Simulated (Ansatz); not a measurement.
Ca₂Si:
Space group Fm-3m (No. 225); a = b = c = 7.160 Å, α = β = γ = 90.00°

```json
[
 {"atom": "Ca", "site": "8c", "symmetry": "-43m", "x": "0.2500", "y": "0.2500", "z": "0.2500"},
 {"atom": "Si", "site": "4a", "symmetry": "m-3m", "x": "0.0000", "y": "0.0000", "z": "0.0000"}
]
```
(The calculation used a cell of 3 atoms; values per cell refer to that cell.)

Relaxed with r²SCAN.

**Question.** Tabulate the valence density and the electron localisation function along the shortest Ca–Ca contact (3.58 Å), plane-wave PAW r²SCAN (Ansatz code).

**Answer.** 

| distance from Ca (Å) | density (e/Å³) | ELF |
|---|---|---|
| 0.36 | 5.34 | 0.84 |
| 0.54 | 3.41 | 0.86 |
| 0.72 | 1.65 | 0.82 |
| 0.89 | 0.63 | 0.64 |
| 1.07 | 0.22 | 0.22 |
| 1.25 | 0.10 | 0.04 |
| 1.43 | 0.06 | 0.03 |
| 1.61 | 0.05 | 0.05 |
| 1.79 | 0.05 | 0.07 |
| 1.97 | 0.05 | 0.05 |
| 2.15 | 0.06 | 0.03 |
| 2.33 | 0.10 | 0.04 |
| 2.51 | 0.22 | 0.22 |
| 2.69 | 0.63 | 0.64 |
| 2.86 | 1.65 | 0.82 |
| 3.04 | 3.41 | 0.86 |
| 3.22 | 5.34 | 0.84 |

The density is the valence pseudo-density with augmentation charge, so density and ELF within about 1 Å of a nucleus are not all-electron values.

The workflow started from a Materials Project entry (that database holds measured and hypothetical structures alike); the Crystallography Open Database copy checked does not list it. Its standing as an ambient phase is unchecked. The cell was relaxed with r²SCAN under the symmetry of its start; whether a distortion lowers the energy is not shown.

Potentials: the later of the program's two PAW sets.
